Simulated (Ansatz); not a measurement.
MgO (rock salt)

```xyz
4
Lattice="0.0000 4.2537 4.2537 2.1269 0.0000 2.1269 2.1269 2.1269 0.0000" Properties=species:S:1:pos:R:3 pbc="T T T"
O      0.0000     0.0000     0.0000
O      0.0000     2.1269     2.1269
Mg     2.1269     2.1269     2.1269
Mg     2.1269     4.2537     4.2537
```

Scan: atom 3 (Mg, nearest neighbour O at 2.127 Å; its periodic images, 3.0 Å or more away, move with it) is displaced along Cartesian [111], direction (0.577, 0.577, 0.577) in Cartesian axes, by s. The other atoms stay.

These are PBE (plane waves to 420 eV, PAW, scalar-relativistic; Ansatz, a first-principles code) values and carry that method's errors. k mesh 11×11×11 (Γ-centred), Fermi-Dirac smearing 0.05 eV. The energy includes the smearing's −TS. F∥ is the force on the atom along that direction. F⊥ is the part of the force across the line. MgO was relaxed with its symmetry unable to fall. The zero of ΔE is the undisplaced structure.

```csv
s (Å),ΔE (eV/cell),|F⊥| (eV/Å),F∥ (eV/Å)
-0.430,?,1.346,2.678
-0.344,0.376,1.057,2.172
-0.258,?,0.781,1.640
-0.172,?,0.515,1.096
-0.086,0.024,0.256,0.549
0.000,0.000,0.000,0.000
0.086,0.024,0.256,-0.549
0.172,?,0.515,-1.096
0.258,?,0.781,-1.640
0.344,0.376,1.057,-2.172
0.430,?,1.346,-2.678
```

Question: Some entries are withheld; supply them.

Answer: 
- -0.430, ΔE (eV/cell): 0.585
- -0.258, ΔE (eV/cell): 0.212
- -0.172, ΔE (eV/cell): 0.094
- 0.172, ΔE (eV/cell): 0.094
- 0.258, ΔE (eV/cell): 0.212
- 0.430, ΔE (eV/cell): 0.585

(For displaced atoms, the force is minus the slope of the energy, and its curvature is a force constant, which sets phonon frequencies.)
